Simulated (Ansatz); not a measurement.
TaAs:
```cif
data_As2Ta2
_chemical_formula_sum 'Ta2 As2'
_space_group_name_H-M_alt 'P 1'
_space_group_IT_number 1
_cell_length_a 6.35786
_cell_length_b 6.35786
_cell_length_c 6.35786
_cell_angle_alpha 148.395
_cell_angle_beta 148.395
_cell_angle_gamma 45.303
loop_
_space_group_symop_operation_xyz
  'x, y, z'
loop_
_atom_site_label
_atom_site_type_symbol
_atom_site_fract_x
_atom_site_fract_y
_atom_site_fract_z
_atom_site_occupancy
Ta1 Ta 0.75017 0.25017 0.50000 1
Ta2 Ta 0.00017 0.00017 0.00000 1
As1 As 0.33243 0.83243 0.50000 1
As2 As 0.58243 0.58243 0.00000 1
```

Relaxed with PBE.

### Question
Which orbitals make up the states near the Fermi level in PBE in the plane-wave PAW code Ansatz?

### Answer
Within 0.5 eV of the Fermi level: Ta 5d 86 %, As 4p 10 %. Projections are on Löwdin-orthogonalised atomic valence shells; empty p or d shells of many metals are not among them.

### Question
Tabulate the density of states.

### Answer
States/eV per cell of 4 atoms, in 0.25 eV bins, energy from the Fermi level.

```csv
E (eV),total,Ta 5d,As 4p,Ta 6s
-7.85,0.00,0.00,0.00,0.00
-7.60,0.00,0.00,0.00,0.00
-7.35,0.01,0.00,0.01,0.00
-7.10,0.55,0.09,0.31,0.11
-6.85,0.79,0.14,0.45,0.14
-6.60,1.15,0.25,0.66,0.17
-6.35,1.41,0.34,0.79,0.18
-6.10,1.97,0.51,1.12,0.23
-5.85,2.59,0.72,1.48,0.26
-5.60,3.06,1.03,1.71,0.20
-5.35,1.59,0.51,0.87,0.12
-5.10,1.23,0.36,0.70,0.07
-4.85,1.65,0.50,0.99,0.07
-4.60,2.32,0.73,1.37,0.10
-4.35,2.36,0.76,1.40,0.08
-4.10,2.56,0.89,1.47,0.08
-3.85,2.53,0.96,1.41,0.06
-3.60,2.65,1.07,1.43,0.06
-3.35,3.20,1.35,1.71,0.06
-3.10,4.06,1.68,2.21,0.07
-2.85,3.60,1.59,1.87,0.05
-2.60,3.36,1.63,1.60,0.05
-2.35,2.89,1.54,1.25,0.04
-2.10,1.60,0.93,0.61,0.02
-1.85,1.03,0.65,0.34,0.01
-1.60,2.52,1.92,0.44,0.06
-1.35,4.17,3.26,0.46,0.24
-1.10,3.09,2.41,0.37,0.12
-0.85,3.22,2.62,0.34,0.07
-0.60,1.80,1.49,0.23,0.02
-0.35,0.80,0.65,0.12,0.01
-0.10,0.24,0.21,0.02,0.00
0.15,0.68,0.61,0.05,0.00
0.40,1.91,1.67,0.16,0.01
0.65,1.66,1.41,0.18,0.01
0.90,1.85,1.58,0.18,0.01
1.15,2.27,1.95,0.19,0.03
1.40,3.00,2.55,0.26,0.05
1.65,2.46,2.02,0.23,0.05
1.90,3.04,2.43,0.31,0.08
2.15,3.56,2.66,0.42,0.16
2.40,4.14,3.03,0.40,0.29
2.65,4.37,3.11,0.47,0.32
2.90,4.29,2.98,0.55,0.24
3.15,4.33,2.76,0.63,0.36
3.40,3.36,1.95,0.58,0.36
3.65,4.58,2.62,0.91,0.37
```

Space group I4_1md. The PBE relaxation kept the symmetry of its start. No spin polarisation was allowed. A small band overlap can be real or an error of a semilocal functional. Spin–orbit coupling is left out wherever it is not named.

Potentials: the later of the program's two PAW sets.
